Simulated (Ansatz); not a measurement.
Input file for Ansatz (a program for electronic structure):

Ansatz 0.2 input:
```yaml
crystal:
  lattice:
    - [3.1077312536, 0.0, 0.0]
    - [-1.5538656268, 2.6913742137, 0.0]
    - [0.0, 0.0, 14.0285711862]
  atoms:
    - { symbol: Ti, position: [0.6666666667, 0.3333333333, 0.5786914501] }
    - { symbol: Ti, position: [0.3333333333, 0.6666666667, 0.4213085499] }
    - { symbol: Ti, position: [0.3333333333, 0.6666666667, 0.0786914501] }
    - { symbol: Ti, position: [0.6666666667, 0.3333333333, 0.9213085499] }
    - { symbol: In, position: [0.6666666667, 0.3333333333, 0.25] }
    - { symbol: In, position: [0.3333333333, 0.6666666667, 0.75] }
    - { symbol: C, position: [0.0, 0.0, 0.5] }
    - { symbol: C, position: [0.0, 0.0, 0.0] }
kpoints:
  mp_grid: { grid: [15, 15, 3] }
hamiltonian:
  xc: pbesol
  pseudopotentials: { kind: paw }
scf:
  occupations: { method: fermi_dirac, width: 0.1 }
phonons:
  method: dfpt
  response_accuracy: low
  eigenvectors: true
  rigid_motions: translations
```

Output (shortened):

```
Pseudopotential: Ti, paw, valence charge 12
Pseudopotential: In, paw, valence charge 13
Pseudopotential: C, paw, valence charge 4
Functional definition: PBEsol
Crystal: 8 atoms, lattice volume = 117.336 Å³
Basis set: ecut = 420 eV, 2255 PW (Γ), exchange–correlation on 48×48×192 points (8 copies of the dense FFT grid, shifted against one another)
Bands: 50, of which v1, the nominal top of the filled ones, is band 41 counted from 1 (40 counted from 0)
Symmetry: 24 space group operations
k-points: 184 of 675 (irreducible under 2 space group operations, time reversal used)
SCF iter   1: F=—  HF=-21445.913024 eV  |F-HF|=—  |Δ(HF+E_count)|=         —  Δρ=6.41e-3  dr2=5.23e-2  ethr=1.77e-3  ⟨swp⟩=6.4  Hψ=36541  notcnv=0  defer=4
preconditioner: auto → Kerker (q_TF=auto, 2.570 Å⁻¹)
SCF iter   2: F=—  HF=-21445.901426 eV  |F-HF|=—  |Δ(HF+E_count)|=   1.16e-2  Δρ=2.86e-3  dr2=1.29e-2  ethr=6.38e-5  ⟨swp⟩=2.1  Hψ=13659  notcnv=0
SCF iter   3: F=—  HF=-21445.898629 eV  |F-HF|=—  |Δ(HF+E_count)|=   2.80e-3  Δρ=5.05e-4  dr2=5.34e-4  ethr=1.57e-5  ⟨swp⟩=2.0  Hψ=11803  notcnv=0
SCF iter   4: F=—  HF=-21445.898582 eV  |F-HF|=—  |Δ(HF+E_count)|=   4.73e-5  Δρ=1.64e-4  dr2=5.13e-5  ethr=6.51e-7  ⟨swp⟩=2.0  Hψ=11184  notcnv=0
SCF iter   5: F=—  HF=-21445.898573 eV  |F-HF|=—  |Δ(HF+E_count)|=   8.60e-6  Δρ=4.00e-5  dr2=3.22e-6  ethr=6.26e-8  ⟨swp⟩=2.0  Hψ=11434  notcnv=0
SCF iter   6: F=—  HF=-21445.898574 eV  |F-HF|=—  |Δ(HF+E_count)|=   7.47e-7  Δρ=1.05e-5  dr2=1.52e-7  ethr=3.93e-9  ⟨swp⟩=2.0  Hψ=13884  notcnv=0
SCF iter   7: F=—  HF=-21445.898574 eV  |F-HF|=—  |Δ(HF+E_count)|=   2.04e-8  Δρ=3.45e-6  dr2=2.76e-8  ethr=1.86e-10  ⟨swp⟩=2.0  Hψ=13527  notcnv=0
SCF iter   8: F=—  HF=-21445.898574 eV  |F-HF|=—  |Δ(HF+E_count)|=   4.24e-9  Δρ=8.72e-7  dr2=1.10e-9  ethr=3.36e-11  ⟨swp⟩=2.0  Hψ=11558  notcnv=0
SCF iter  10: F=-21445.898574 eV  HF=-21445.898574 eV  |F-HF|=3.64e-12  |Δ(HF+E_count)|=  1.46e-11  Δρ=3.24e-8  dr2=2.68e-12  ethr=1.00e-12  ⟨swp⟩=6.0  Hψ=36484  notcnv=0
SCF 1 converged in 10 iterations: F = -21445.898574 eV  dr2 = 2.68e-12
DFPT response loops at Γ: preconditioner auto → Kerker (q_TF=auto, 2.570 Å⁻¹) (partly filled bands, converged f_vac=0.000) …
SCF converged after 10 iterations
Free energy (F): -21445.898574 eV
Harris-Foulkes:  -21445.898574 eV  (|F-HF|=3.64e-12)
Internal energy: -21445.808761 eV  (E = F + TS)
E sigma→0 (E₀):  -21445.853668 eV
Entropy (-TS):   -0.089813 eV (-11.227 meV/atom)
Fermi energy:    13.591309 eV
--- Per-component energies (eV) ---
  E_band       = -519.601962
  E_kinetic    = 1761.757970
  E_local      = -5364.985824  (includes V_loc(G=0)·N_el)
  E_nonlocal   = 819.981170
  E_hartree    = 2186.437705
  E_xc         = -917.615203
  E_vxc        = -815.633415  (∫ρ·V_xc dr)
  E_paw        = -12443.641547  (= ΣΔE_a)
  E_vpaw       = -1293.597868  (= ΣTr[D̂ρ^β])
  E_aug_tail   = 0.000533  (compensation charges beyond the density's cutoff)
  E_ewald      = -7488.815108
  E_core_change = 1.071543  (= ΣΔE_core)
  E_smearing   = -0.089813  (= −TS)
  E_closure    = 0.000000  (closes the sum)
  Σ components = -21445.898574   (vs F -21445.898574, Δ=0.00e0)
  [band-id]    e_kinetic+e_local+e_nonlocal+2·e_hartree+e_vxc+e_vpaw+e_augmentation_tail = -519.602024   (vs E_band -519.601962, Δ=-6.18e-5)
--- Band table (eV; the first three rows and the last of 184) ---
  k-point 0: bands = ["-42.8417", "-42.8417", "-42.7538", "-42.7538", "-19.5081", "-19.5062", "-19.0829", "-19.0808", "-19.0235", "-19.0235", "-19.0235", "-19.0235", "-18.9567", "-18.9567", "-18.9567", "-18.9567", "-0.6891", "-0.6868", "-0.6590", "-0.6590", …
  k-point 1: bands = ["-42.8417", "-42.8417", "-42.7538", "-42.7538", "-19.5076", "-19.5066", "-19.0824", "-19.0813", "-19.0235", "-19.0235", "-19.0235", "-19.0235", "-18.9567", "-18.9567", "-18.9567", "-18.9567", "-0.6885", "-0.6874", "-0.6590", "-0.6590", …
  k-point 2: bands = ["-42.8391", "-42.8391", "-42.7529", "-42.7528", "-19.5039", "-19.5020", "-19.0953", "-19.0934", "-19.0293", "-19.0293", "-19.0278", "-19.0276", "-18.9681", "-18.9680", "-18.9573", "-18.9573", "-0.6803", "-0.6791", "-0.6577", "-0.6567", …
  k-point 183: bands = ["-42.7770", "-42.7770", "-42.7416", "-42.7416", "-19.4277", "-19.4276", "-19.3342", "-19.3338", "-19.2374", "-19.2374", "-19.0966", "-19.0965", "-19.0697", "-19.0695", "-19.0334", "-19.0334", "-0.7102", "-0.7101", "-0.5665", "-0.5658", …
--- Phonons (Γ-DFPT): 6 representative perturbations + reference, on 184 of 675 k-points (Σ response iterations 19) ---
  ASR residual: 9.755e-4 → 0.000e0 eV/Å²; symmetrization residual: 1.013e-4 eV/Å²
  ASR residual per site (eV/Å²): 9.75e-4 9.75e-4 9.75e-4 9.75e-4 1.45e-4 1.45e-4 1.08e-4 1.08e-4
  Γ frequencies (cm⁻¹): 0.00 0.00 0.00 67.35 67.35 86.59 86.59 99.51 99.51 127.90 147.38 197.56 265.97 265.97 269.49 269.49 369.09 378.79 596.61 604.45 647.73 647.73 648.77 648.77
  non-analytic LO–TO correction: not included (Born effective charges unavailable; polar crystals: no LO–TO splitting at Γ)
```

Cost: very roughly 11 core-minutes on shared cores.

Space group P6_3/mmc. The workflow started from a Materials Project entry (that database holds measured and hypothetical structures alike); the Crystallography Open Database copy checked does not list it. Its standing as an ambient phase is unchecked. Symmetry was held in the PBEsol relaxation; whether a distortion lowers the energy is not shown. The run is not spin-polarised. As this level gives no gap, phonon frequencies hold no LO–TO term and depend on the k-mesh and smearing (Fermi–Dirac, 0.1 eV here). Scalar-relativistic: spin–orbit coupling is off unless named, which matters more the heavier the elements.

Potentials: the later of the program's two PAW sets.

Ansatz is a plane-wave DFT program.
